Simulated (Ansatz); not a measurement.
# Data sheet: CsLiMnS2 (DFT)

CsLiMnS2:
```
CsLiMnS2
1.0
   -2.08029     2.08029     7.04934
    2.08029    -2.08029     7.04934
    2.08029     2.08029    -7.04934
Cs Li Mn S
1 1 1 2
Direct
  0.00000   0.00000   0.00000
  0.25000   0.75000   0.50000
  0.75000   0.25000   0.50000
  0.65859   0.65859   0.00000
  0.34141   0.34141   0.00000
```
The run is spin-polarised; directions of the spins, atom by atom: 0 0 ↑ 0 0.

Space group I-4m2 (No. 119); conventional cell a = b = 4.161 Å, c = 14.099 Å, α = β = γ = 90.00°.

Method: plane-wave PAW r²SCAN (Ansatz code). Geometry: relaxed at this level of theory. Other levels are named where they apply.

Cell and energy:

```yaml
volume_per_atom: 24.41 Å³
density: 3.52 g/cm³
Formation energy from the elements (no fitted shifts): -1.39 eV/atom
```

Electronic structure:

```yaml
band_gap: 1.58 eV (indirect)
valence_band_maximum: on the Γ–X line, 6 % of the way from Γ
conduction_band_minimum: at X (2 equivalent valleys)
smallest_direct_gap_on_the_standard_path: 2.28 eV
electron_effective_mass: 0.92, 0.98, 1.4 mₑ (principal values)
hole_effective_mass: 0.65, 1.6, 1.9 mₑ (principal values)
```

Magnetism:

```yaml
magnetic_order: ferromagnetic
net_moment: 1.00 μB per atom
```

Charges:

```yaml
bader_charges: Cs +0.81, Li +0.87, Mn +1.14, S -1.42 e
```

The workflow started from a Materials Project entry (that database holds measured and hypothetical structures alike); the Crystallography Open Database copy checked does not list it. With Li and Mn taken as one species the cell has the higher symmetry I4/mmm, so it may be an ordered model of a mixed-site phase. Its standing as an ambient phase is unchecked. The r²SCAN relaxation kept the symmetry of its start; its stability against distortions is not shown here. The final state is ferromagnetic, the only order run, not a proven ground state. The cell computed holds one magnetic atom, so no antiferromagnetic order was within reach. Other orbital occupations within this spin state were not tried. No Hubbard U is applied. The references are the lowest solids computed at this level, not always the standard phases. The manganese reference at this level is a Cmcm phase, not α-Mn. Spin–orbit coupling is left out wherever it is not named.

Potentials: the later of the program's two PAW sets.
